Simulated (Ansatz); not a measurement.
C:
```yaml
crystal:
  lattice:
    - [-2.05247, 2.05247, 2.05247]
    - [2.05247, -2.05247, 2.05247]
    - [2.05247, 2.05247, -2.05247]
  atoms:
    - { symbol: C, position: [0.00000, 0.25000, 0.50000] }
    - { symbol: C, position: [0.25000, 0.50000, 0.00000] }
    - { symbol: C, position: [0.50000, 0.00000, 0.25000] }
    - { symbol: C, position: [0.25000, 0.25000, 0.25000] }
```

Relaxed with r²SCAN.

Problem. Map the electron localisation function on the plane through (0.500, 0.000, 0.250) spanned by u = [1, 1, 0] and v = [1, -1, 0] in lattice vectors, from the program Ansatz at the r²SCAN level (PAW).

Solution. x is the fraction of u, y of v (the angle between them is 90°; rows are the nearest grid lines); atoms in the plane: C at (0.00, 0.00), C at (0.50, 0.50), C at (0.00, 0.75), C at (0.50, 0.25).
```
|  =#%#+-:.  .:-+#%#=  |
| .=**+=:.    .:=+**=. |
|@@%*=:          :=*%@@|
|@@%*=.          .=*%@@|
|%%#*=:.        .:=*#%%|
|:-+**+-:.    .:-+**+-:|
| .*%%#*=-:..:-=*#%%*. |
|-+%@%#*+=-::-=+*#%@%+-|
|*#%%%****+==+****%%%#*|
|**##***###**###***##**|
|::-=+*%@%*::*%@%*+=-::|
|..:-+*%%#-  -#%%*+-:..|
|  .:=+##*:  :*##+=:.  |
|   .:-+**+--+**+-:.   |
|     .:+#@@@@#+:.     |
|     .-+#%@@%#+-.     |
|   ..-=***++***=-..   |
|  .:-+*#*:  :*#*+-:.  |
|.:-=+#%@%+..+%@%#+=-:.|
|--=++*#%%#++#%%#*++=--|
|+******#%#**#%#******+|
|*#%%#****++++****#%%#*|
| :#%%#*=-:..:-=*#%%#: |
|  =#%#+-:.  .:-+#%#=  |
```
Scale: ten equal steps from 0.009 (start of ' ') to 0.923 (end of '@'), in the order ' .:-=+*#%@'; x runs from 0.000 to 1.00, y from 0.000 (bottom) to 1.00 (top).

The density is the valence pseudo-density with augmentation charge, so density and ELF within about 1 Å of a nucleus are not all-electron values.

Space group I4_132. The start of the workflow was typed in or built on a structure type; neither database checked (COD, Materials Project) lists it. It is not the phase usual at ambient conditions (space group No. 194, 227). The cell was relaxed with r²SCAN under the symmetry of its start. At this level the phase is mechanically unstable.

Potentials: the earlier of the program's two PAW sets.
